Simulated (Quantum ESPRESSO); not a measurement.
Simulation results for GaCu$_{4}$MoPtW (simulated cell), GaCuMo$_{4}$Ir$_{2}$ (simulated cell), GaPtW$_{6}$ (simulated cell)

All values are calculated (Quantum ESPRESSO 7.5). Calculation on a made-up metal alloy cell, not a measurement: no spin or spin-orbit, unrelaxed, 2900 K smearing, stress positive in tension, cell energy less fitted offsets; periodic Kohn-Sham density functional theory in plane waves with PseudoDojo standard norm-conserving scalar-relativistic pseudopotentials, each functional with its own files (v0.5 for PBE, v0.4.1 for LDA and PBEsol), eight atoms on drawn sites of a strained close-packed or body-centred lattice, each displaced and held fixed; the energy is the cell's free energy, ions and the entropy term -TS included, at the stated Fermi-Dirac width, less a fixed offset for each atom's element (shifted free energy); compositions with an open d shell lost a parallel starting moment in a cheaper test run, and other magnetic orders were not tried; an error bar is the largest change of its kind in a tighter rerun, never given below 0.002 eV, 0.02 GPa or 0.003 eV/angstrom, and covers cutoff and k-mesh only, not smearing or the files.

Common to all runs: lattice type face-centred cubic; functional pbe; fermi dirac smearing 0.25 eV; electrons removed 0; run command mpirun -np 4 pw.x -nk 4 -in in.

Notes on all entries: heavy elements are run without spin-orbit coupling, which real alloys of them have; a spin test at this wide smearing found no moment, but such smearing suppresses magnetism that the real alloy may have; lattice, volume and sites are drawn at random and may be unstable or far from any real phase; energies are for the whole cell, less offsets fitted to these runs, so they are not formation energies.

```yaml
- entry: 1
  formula: GaCu4MoPtW
  kind: "simulated cell"
  structure:
    cell_angstrom:
      - [0.018, -0.0127, -3.8493]
      - [3.851, -0.0073, -0.018]
      - [0.0145, -7.4582, -0.0254]
    atoms_fractional:
      - [Pt, -0.02438, 0.01955, -0.01671]
      - [Cu, 0.01811, 0.00585, 0.50661]
      - [Cu, -0.00736, 0.52096, 0.26219]
      - [Cu, 0.01086, 0.51882, 0.74579]
      - [Cu, 0.51145, 0.00619, 0.23854]
      - [Ga, 0.53145, 0.01228, 0.74712]
      - [W, 0.47755, 0.49466, 0.01877]
      - [Mo, 0.48966, 0.46099, 0.4897]
  settings:
    "cutoff [eV]": 1252
    run_processor: "Intel Xeon, older, virtual cores"
    k_mesh: "6 x 6 x 3 shifted half a step off Gamma on each axis"
    atom_site: [1, 2, 3, 4, 5, 6, 7, 8]
    "atom_energy_offset [eV]": [-3554.29, -5159.25, -5159.25, -5159.25, -5159.25, -2081.03, -2063.48, -1911.95]
  results:
    "entropy_term_negative_ts [eV]": -1.458
    "pressure [GPa]": 6.04
    "stress_xx [GPa]": -4.34
    "stress_yy [GPa]": -7.28
    "stress_zz [GPa]": -6.51
    "stress_yz [GPa]": 0.15
    "stress_xz [GPa]": -0.54
    "stress_xy [GPa]": -0.91
    force_site: [1, 2, 3, 4, 5, 6, 7, 8]
    "force_x [eV/angstrom]": [-0.352, -0.489, -0.034, -0.122, -0.553, -0.725, 0.619, 1.656]
    "force_y [eV/angstrom]": [-1.335, 0.508, 0.267, 0.212, -0.874, 0.671, 0.988, -0.438]
    "force_z [eV/angstrom]": [-0.9, 0.302, 0.038, 0.079, 0.277, 0.907, -0.217, -0.486]
    "shifted_free_energy [eV]": 0.36
  notes: ["the copper pseudopotential is less sure than most, with forces differing by about three percent and pressure by about two GPa from a second method on plain copper", "error bars: energy 0.0047 eV, stress 0.039 GPa, force 0.0092 eV/Å, from a tighter rerun of this cell", "18 SCF iterations, 406 s of wall time on a shared machine"]
- entry: 2
  formula: GaCuMo4Ir2
  kind: "simulated cell"
  structure:
    cell_angstrom: [[0.0, 0.0, -3.9663], [3.9663, 0.0, 0.0], [0.0, -7.9326, 0.0]]
    atoms_fractional:
      - [Mo, -0.0029, -0.01727, -0.00756]
      - [Ir, -0.01896, 0.00169, 0.50327]
      - [Ir, 0.00623, 0.5071, 0.24692]
      - [Mo, -0.00925, 0.49681, 0.74982]
      - [Mo, 0.51804, -0.01102, 0.2473]
      - [Cu, 0.5075, 0.00532, 0.74682]
      - [Ga, 0.48645, 0.5012, 0.0013]
      - [Mo, 0.51101, 0.51002, 0.50642]
  settings:
    "cutoff [eV]": 1252
    run_processor: "Intel Xeon, 2023 or later, virtual cores"
    k_mesh: "6 x 6 x 3 shifted half a step off Gamma on each axis"
    atom_site: [1, 2, 3, 4, 5, 6, 7, 8]
    "atom_energy_offset [eV]": [-1911.95, -3133.86, -3133.86, -1911.95, -1911.95, -5159.25, -2081.03, -1911.95]
  results:
    "entropy_term_negative_ts [eV]": -1.563
    "pressure [GPa]": -8.45
    "stress_xx [GPa]": 7.68
    "stress_yy [GPa]": 8.36
    "stress_zz [GPa]": 9.3
    "stress_yz [GPa]": -0.97
    "stress_xz [GPa]": 0.001234
    "stress_xy [GPa]": -0.53
    force_site: [1, 2, 3, 4, 5, 6, 7, 8]
    "force_x [eV/angstrom]": [0.513, -0.026, -0.312, 0.188, 0.444, -0.066, -0.42, -0.32]
    "force_y [eV/angstrom]": [-0.216, 0.191, -0.888, 0.376, -0.866, 0.233, 0.156, 1.013]
    "force_z [eV/angstrom]": [0.166, -0.52, -0.055, -0.385, 0.384, 0.378, -0.324, 0.355]
    "shifted_free_energy [eV]": -1.801
  notes: ["the copper pseudopotential is less sure than most, with forces differing by about three percent and pressure by about two GPa from a second method on plain copper", "error bars: energy 0.0082 eV, stress 0.04 GPa, force 0.0064 eV/Å, from a tighter rerun of this cell", "20 SCF iterations, 262 s of wall time on a shared machine"]
- entry: 3
  formula: GaCuMo4Ir2
  kind: "simulated cell"
  structure:
    cell_angstrom: [[0.0, 0.0, -3.9663], [3.9663, 0.0, 0.0], [0.0, -7.9326, 0.0]]
    atoms_fractional:
      - [Ir, -0.0029, -0.01727, -0.00756]
      - [Mo, -0.01896, 0.00169, 0.50327]
      - [Mo, 0.00623, 0.5071, 0.24692]
      - [Ga, -0.00925, 0.49681, 0.74982]
      - [Mo, 0.51804, -0.01102, 0.2473]
      - [Ir, 0.5075, 0.00532, 0.74682]
      - [Cu, 0.48645, 0.5012, 0.0013]
      - [Mo, 0.51101, 0.51002, 0.50642]
  settings:
    "cutoff [eV]": 1252
    run_processor: "Intel Xeon, 2023 or later, virtual cores"
    k_mesh: "6 x 6 x 3 shifted half a step off Gamma on each axis"
    atom_site: [1, 2, 3, 4, 5, 6, 7, 8]
    "atom_energy_offset [eV]": [-3133.86, -1911.95, -1911.95, -2081.03, -1911.95, -3133.86, -5159.25, -1911.95]
  results:
    "entropy_term_negative_ts [eV]": -1.597
    "pressure [GPa]": -6.34
    "stress_xx [GPa]": 9.6
    "stress_yy [GPa]": 1.55
    "stress_zz [GPa]": 7.86
    "stress_yz [GPa]": 1.11
    "stress_xz [GPa]": -0.0259
    "stress_xy [GPa]": -0.07374
    force_site: [1, 2, 3, 4, 5, 6, 7, 8]
    "force_x [eV/angstrom]": [0.317, 0.08, -0.252, 0.019, 0.285, -0.056, -0.21, -0.183]
    "force_y [eV/angstrom]": [-0.808, -0.34, 1.354, -0.974, 1.271, -0.091, 0.11, -0.521]
    "force_z [eV/angstrom]": [0.007, -0.521, -0.063, -0.391, 0.244, 0.392, -0.228, 0.56]
    "shifted_free_energy [eV]": -1.339
  notes: ["the copper pseudopotential is less sure than most, with forces differing by about three percent and pressure by about two GPa from a second method on plain copper", "error bars: energy 0.0082 eV, stress 0.04 GPa, force 0.0064 eV/Å, from a tighter rerun of a related cell, whose elements or sites may differ", "22 SCF iterations, 286 s of wall time on a shared machine"]
- entry: 4
  formula: GaCuMo4Ir2
  kind: "simulated cell"
  structure:
    cell_angstrom: [[0.0, 0.0, -3.9663], [3.9663, 0.0, 0.0], [0.0, -7.9326, 0.0]]
    atoms_fractional:
      - [Mo, -0.0029, -0.01727, -0.00756]
      - [Mo, -0.01896, 0.00169, 0.50327]
      - [Ga, 0.00623, 0.5071, 0.24692]
      - [Cu, -0.00925, 0.49681, 0.74982]
      - [Mo, 0.51804, -0.01102, 0.2473]
      - [Ir, 0.5075, 0.00532, 0.74682]
      - [Mo, 0.48645, 0.5012, 0.0013]
      - [Ir, 0.51101, 0.51002, 0.50642]
  settings:
    "cutoff [eV]": 1252
    run_processor: "Intel Xeon, 2023 or later, virtual cores"
    k_mesh: "6 x 6 x 3 shifted half a step off Gamma on each axis"
    atom_site: [1, 2, 3, 4, 5, 6, 7, 8]
    "atom_energy_offset [eV]": [-1911.95, -1911.95, -2081.03, -5159.25, -1911.95, -3133.86, -1911.95, -3133.86]
  results:
    "entropy_term_negative_ts [eV]": -1.628
    "pressure [GPa]": -8.13
    "stress_xx [GPa]": 7.28
    "stress_yy [GPa]": 5.23
    "stress_zz [GPa]": 11.89
    "stress_yz [GPa]": 0.65
    "stress_xz [GPa]": 0.02956
    "stress_xy [GPa]": 0.16
    force_site: [1, 2, 3, 4, 5, 6, 7, 8]
    "force_x [eV/angstrom]": [0.446, 0.026, -0.58, -0.016, 0.568, -0.115, -0.13, -0.199]
    "force_y [eV/angstrom]": [0.056, -0.125, -0.532, 0.172, -0.459, -0.441, 1.08, 0.249]
    "force_z [eV/angstrom]": [0.077, -0.267, -0.085, -0.179, 0.406, 0.199, -0.38, 0.229]
    "shifted_free_energy [eV]": -1.332
  notes: ["the copper pseudopotential is less sure than most, with forces differing by about three percent and pressure by about two GPa from a second method on plain copper", "error bars: energy 0.0082 eV, stress 0.04 GPa, force 0.0064 eV/Å, from a tighter rerun of a related cell, whose elements or sites may differ", "22 SCF iterations, 282 s of wall time on a shared machine"]
- entry: 5
  formula: GaCuMo4Ir2
  kind: "simulated cell"
  structure:
    cell_angstrom: [[0.0, 0.0, -3.9663], [3.9663, 0.0, 0.0], [0.0, -7.9326, 0.0]]
    atoms_fractional:
      - [Ga, -0.0029, -0.01727, -0.00756]
      - [Ir, -0.01896, 0.00169, 0.50327]
      - [Mo, 0.00623, 0.5071, 0.24692]
      - [Mo, -0.00925, 0.49681, 0.74982]
      - [Ir, 0.51804, -0.01102, 0.2473]
      - [Cu, 0.5075, 0.00532, 0.74682]
      - [Mo, 0.48645, 0.5012, 0.0013]
      - [Mo, 0.51101, 0.51002, 0.50642]
  settings:
    "cutoff [eV]": 1252
    run_processor: "Intel Xeon, 2023 or later, virtual cores"
    k_mesh: "6 x 6 x 3 shifted half a step off Gamma on each axis"
    atom_site: [1, 2, 3, 4, 5, 6, 7, 8]
    "atom_energy_offset [eV]": [-2081.03, -3133.86, -1911.95, -1911.95, -3133.86, -5159.25, -1911.95, -1911.95]
  results:
    "entropy_term_negative_ts [eV]": -1.377
    "pressure [GPa]": -9.9
    "stress_xx [GPa]": 4.93
    "stress_yy [GPa]": 12.66
    "stress_zz [GPa]": 12.11
    "stress_yz [GPa]": -1.01
    "stress_xz [GPa]": 0.002737
    "stress_xy [GPa]": -0.03569
    force_site: [1, 2, 3, 4, 5, 6, 7, 8]
    "force_x [eV/angstrom]": [0.713, 0.07, -0.437, 0.07, 0.401, -0.111, -0.393, -0.313]
    "force_y [eV/angstrom]": [-0.298, 0.527, -0.776, 0.154, -0.562, 0.188, 0.35, 0.418]
    "force_z [eV/angstrom]": [0.091, -0.652, 0.099, -0.389, 0.411, 0.303, -0.247, 0.383]
    "shifted_free_energy [eV]": -2.161
  notes: ["the copper pseudopotential is less sure than most, with forces differing by about three percent and pressure by about two GPa from a second method on plain copper", "error bars: energy 0.0082 eV, stress 0.04 GPa, force 0.0064 eV/Å, from a tighter rerun of a related cell, whose elements or sites may differ", "18 SCF iterations, 247 s of wall time on a shared machine"]
- entry: 6
  formula: GaCuMo4Ir2
  kind: "simulated cell"
  structure:
    cell_angstrom: [[0.0, 0.0, -3.9663], [3.9663, 0.0, 0.0], [0.0, -7.9326, 0.0]]
    atoms_fractional:
      - [Cu, -0.0029, -0.01727, -0.00756]
      - [Ir, -0.01896, 0.00169, 0.50327]
      - [Mo, 0.00623, 0.5071, 0.24692]
      - [Mo, -0.00925, 0.49681, 0.74982]
      - [Mo, 0.51804, -0.01102, 0.2473]
      - [Mo, 0.5075, 0.00532, 0.74682]
      - [Ga, 0.48645, 0.5012, 0.0013]
      - [Ir, 0.51101, 0.51002, 0.50642]
  settings:
    "cutoff [eV]": 1252
    run_processor: "Intel Xeon, 2023 or later, virtual cores"
    k_mesh: "6 x 6 x 3 shifted half a step off Gamma on each axis"
    atom_site: [1, 2, 3, 4, 5, 6, 7, 8]
    "atom_energy_offset [eV]": [-5159.25, -3133.86, -1911.95, -1911.95, -1911.95, -1911.95, -2081.03, -3133.86]
  results:
    "entropy_term_negative_ts [eV]": -1.276
    "pressure [GPa]": -9.55
    "stress_xx [GPa]": 9.81
    "stress_yy [GPa]": 8.98
    "stress_zz [GPa]": 9.85
    "stress_yz [GPa]": -0.42
    "stress_xz [GPa]": 0.31
    "stress_xy [GPa]": 0.14
    force_site: [1, 2, 3, 4, 5, 6, 7, 8]
    "force_x [eV/angstrom]": [0.308, 0.105, -0.26, 0.035, 0.337, -0.035, -0.145, -0.344]
    "force_y [eV/angstrom]": [-0.318, 0.292, -0.613, 0.345, -0.464, 0.051, 0.269, 0.438]
    "force_z [eV/angstrom]": [-0.07, -1.054, 0.146, -0.318, 0.391, 0.337, -0.258, 0.826]
    "shifted_free_energy [eV]": -2.382
  notes: ["the copper pseudopotential is less sure than most, with forces differing by about three percent and pressure by about two GPa from a second method on plain copper", "error bars: energy 0.0082 eV, stress 0.04 GPa, force 0.0064 eV/Å, from a tighter rerun of a related cell, whose elements or sites may differ", "20 SCF iterations, 267 s of wall time on a shared machine"]
- entry: 7
  formula: GaCuMo4Ir2
  kind: "simulated cell"
  structure:
    cell_angstrom: [[0.0, 0.0, -3.9663], [3.9663, 0.0, 0.0], [0.0, -7.9326, 0.0]]
    atoms_fractional:
      - [Cu, -0.0029, -0.01727, -0.00756]
      - [Mo, -0.01896, 0.00169, 0.50327]
      - [Mo, 0.00623, 0.5071, 0.24692]
      - [Ga, -0.00925, 0.49681, 0.74982]
      - [Mo, 0.51804, -0.01102, 0.2473]
      - [Ir, 0.5075, 0.00532, 0.74682]
      - [Mo, 0.48645, 0.5012, 0.0013]
      - [Ir, 0.51101, 0.51002, 0.50642]
  settings:
    "cutoff [eV]": 1252
    run_processor: "Intel Xeon, 2023 or later, virtual cores"
    k_mesh: "6 x 6 x 3 shifted half a step off Gamma on each axis"
    atom_site: [1, 2, 3, 4, 5, 6, 7, 8]
    "atom_energy_offset [eV]": [-5159.25, -1911.95, -1911.95, -2081.03, -1911.95, -3133.86, -1911.95, -3133.86]
  results:
    "entropy_term_negative_ts [eV]": -1.587
    "pressure [GPa]": -6.93
    "stress_xx [GPa]": 6.13
    "stress_yy [GPa]": 6.6
    "stress_zz [GPa]": 8.06
    "stress_yz [GPa]": 0.0462
    "stress_xz [GPa]": 0.19
    "stress_xy [GPa]": -0.35
    force_site: [1, 2, 3, 4, 5, 6, 7, 8]
    "force_x [eV/angstrom]": [0.323, 0.091, -0.397, 0.05, 0.373, -0.003, -0.202, -0.236]
    "force_y [eV/angstrom]": [-0.248, -0.06, -0.123, -0.221, 0.223, -0.835, 0.334, 0.93]
    "force_z [eV/angstrom]": [0.018, -0.648, -0.027, -0.231, 0.51, 0.468, -0.496, 0.407]
    "shifted_free_energy [eV]": -1.533
  notes: ["the copper pseudopotential is less sure than most, with forces differing by about three percent and pressure by about two GPa from a second method on plain copper", "error bars: energy 0.0082 eV, stress 0.04 GPa, force 0.0064 eV/Å, from a tighter rerun of a related cell, whose elements or sites may differ", "21 SCF iterations, 278 s of wall time on a shared machine"]
- entry: 8
  formula: GaPtW6
  kind: "simulated cell"
  structure:
    cell_angstrom:
      - [-1.9696, -3.9392, -1.9696]
      - [-3.9392, 1.9696, 1.9696]
      - [0.0, 3.9392, -3.9392]
    atoms_fractional:
      - [Ga, -0.00803, -0.03086, -0.00362]
      - [Pt, -0.04469, -0.0384, 0.49205]
      - [W, -0.00444, 0.47874, 0.23778]
      - [W, 0.01811, 0.46264, 0.73658]
      - [W, 0.4841, 0.22561, 0.36748]
      - [W, 0.48391, 0.26031, 0.87525]
      - [W, 0.52518, 0.73886, 0.15215]
      - [W, 0.51062, 0.73504, 0.63135]
  settings:
    "cutoff [eV]": 1143
    run_processor: "AMD EPYC, older, virtual cores"
    k_mesh: "5 x 5 x 5 shifted half a step off Gamma on each axis"
    atom_site: [1, 2, 3, 4, 5, 6, 7, 8]
    "atom_energy_offset [eV]": [-2081.03, -3554.29, -2063.48, -2063.48, -2063.48, -2063.48, -2063.48, -2063.48]
  results:
    "stress_yz [GPa]": null
    "stress_zz [GPa]": null
  notes: ["error bars: energy 0.0043 eV, stress 0.037 GPa, force 0.0055 eV/Å, from a tighter rerun of a related cell, whose elements or sites may differ", "17 SCF iterations, 453 s of wall time on a shared machine"]
- entry: 9
  formula: GaPtW6
  kind: "simulated cell"
  structure:
    cell_angstrom:
      - [-1.9696, -3.9392, -1.9696]
      - [-3.9392, 1.9696, 1.9696]
      - [0.0, 3.9392, -3.9392]
    atoms_fractional:
      - [Ga, -0.00803, -0.03086, -0.00362]
      - [W, -0.04469, -0.0384, 0.49205]
      - [Pt, -0.00444, 0.47874, 0.23778]
      - [W, 0.01811, 0.46264, 0.73658]
      - [W, 0.4841, 0.22561, 0.36748]
      - [W, 0.48391, 0.26031, 0.87525]
      - [W, 0.52518, 0.73886, 0.15215]
      - [W, 0.51062, 0.73504, 0.63135]
  settings:
    "cutoff [eV]": 1143
    run_processor: "Intel Xeon, 2023 or later, virtual cores"
    k_mesh: "5 x 5 x 5 shifted half a step off Gamma on each axis"
    atom_site: [1, 2, 3, 4, 5, 6, 7, 8]
    "atom_energy_offset [eV]": [-2081.03, -2063.48, -3554.29, -2063.48, -2063.48, -2063.48, -2063.48, -2063.48]
  results:
    "stress_zz [GPa]": null
    "shifted_free_energy [eV]": null
    "entropy_term_negative_ts [eV]": null
  notes: ["error bars: energy 0.0043 eV, stress 0.037 GPa, force 0.0055 eV/Å, from a tighter rerun of a related cell, whose elements or sites may differ", "15 SCF iterations, 223 s of wall time on a shared machine"]
- entry: 10
  formula: GaPtW6
  kind: "simulated cell"
  structure:
    cell_angstrom:
      - [-1.9696, -3.9392, -1.9696]
      - [-3.9392, 1.9696, 1.9696]
      - [0.0, 3.9392, -3.9392]
    atoms_fractional:
      - [Ga, -0.00803, -0.03086, -0.00362]
      - [W, -0.04469, -0.0384, 0.49205]
      - [W, -0.00444, 0.47874, 0.23778]
      - [Pt, 0.01811, 0.46264, 0.73658]
      - [W, 0.4841, 0.22561, 0.36748]
      - [W, 0.48391, 0.26031, 0.87525]
      - [W, 0.52518, 0.73886, 0.15215]
      - [W, 0.51062, 0.73504, 0.63135]
  settings:
    "cutoff [eV]": 1143
    run_processor: "Intel Xeon, 2023 or later, virtual cores"
    k_mesh: "5 x 5 x 5 shifted half a step off Gamma on each axis"
    atom_site: [1, 2, 3, 4, 5, 6, 7, 8]
    "atom_energy_offset [eV]": [-2081.03, -2063.48, -2063.48, -3554.29, -2063.48, -2063.48, -2063.48, -2063.48]
  results:
    "stress_xy [GPa]": null
  notes: ["error bars: energy 0.0043 eV, stress 0.037 GPa, force 0.0055 eV/Å, from a tighter rerun of a related cell, whose elements or sites may differ", "17 SCF iterations, 252 s of wall time on a shared machine"]
```

## Withheld values
1. GaPtW$_{6}$ (simulated cell) (entry 8): stress yz?
2. What stress zz does the calculation give for GaPtW$_{6}$ (simulated cell) (entry 8)?
3. Give the table of forces values for GaPtW$_{6}$ (simulated cell) (entry 8).
4. Estimate the stress zz of GaPtW$_{6}$ (simulated cell) (entry 9).
5. What shifted free energy does the calculation give for GaPtW$_{6}$ (simulated cell) (entry 9)?
6. Estimate the entropy term negative ts of GaPtW$_{6}$ (simulated cell) (entry 9).
7. Estimate the stress xy of GaPtW$_{6}$ (simulated cell) (entry 10).

Answers
1. -1.61 GPa
2. -18.84 GPa
3. 
Forces:
| site | x (eV/Å) | y (eV/Å) | z (eV/Å) |
| --- | --- | --- | --- |
| 1 | -0.432 | -0.382 | -0.122 |
| 2 | -3.042 | -1.891 | -2.506 |
| 3 | -0.109 | -0.394 | -0.299 |
| 4 | -0.353 | 1.965 | 1.184 |
| 5 | 0.235 | 0.96 | -0.393 |
| 6 | 1.704 | -2.025 | -1.292 |
| 7 | 1.518 | -0.101 | 3.219 |
| 8 | 0.48 | 1.868 | 0.207 |
4. -21.46 GPa
5. -0.535 eV
6. -1.241 eV
7. 1.13 GPa

Further results for GaPtW$_{6}$ (simulated cell) (entry 8):

```
entropy term negative ts : -1.262 eV
pressure                 : 19.19 GPa
stress xx                : -21.78 GPa
stress yy                : -16.94 GPa
stress xz                : -3.98 GPa
stress xy                : -0.58 GPa
shifted free energy      : -0.447 eV
```

Further results for GaPtW$_{6}$ (simulated cell) (entry 9):

```
pressure  : 19.35 GPa
stress xx : -19.03 GPa
stress yy : -17.54 GPa
stress yz : -1.84 GPa
stress xz : -1.94 GPa
stress xy : 0.8 GPa
```

Forces:
| site | x (eV/Å) | y (eV/Å) | z (eV/Å) |
| --- | --- | --- | --- |
| 1 | -0.33 | -0.13 | -0.327 |
| 2 | -2.406 | -1.776 | -1.916 |
| 3 | 0.008 | -0.243 | -0.405 |
| 4 | -0.352 | 1.543 | -0.053 |
| 5 | -0.162 | 0.846 | 0.136 |
| 6 | 1.302 | -2.074 | -1.316 |
| 7 | 1.562 | 0.511 | 3.326 |
| 8 | 0.378 | 1.322 | 0.554 |

Further results for GaPtW$_{6}$ (simulated cell) (entry 10):

```
entropy term negative ts : -1.225 eV
pressure                 : 19.24 GPa
stress xx                : -18.5 GPa
stress yy                : -19.86 GPa
stress zz                : -19.37 GPa
stress yz                : -0.72 GPa
stress xz                : 1.26 GPa
shifted free energy      : -0.491 eV
```

Forces:
| site | x (eV/Å) | y (eV/Å) | z (eV/Å) |
| --- | --- | --- | --- |
| 1 | -0.444 | -0.191 | 0.077 |
| 2 | -2.327 | -1.4 | -2.16 |
| 3 | 0.202 | -0.748 | -0.512 |
| 4 | -0.015 | 2.172 | 0.989 |
| 5 | -0.434 | 0.91 | -0.553 |
| 6 | 1.243 | -2.159 | -1.384 |
| 7 | 1.117 | -0.12 | 3.476 |
| 8 | 0.657 | 1.537 | 0.066 |
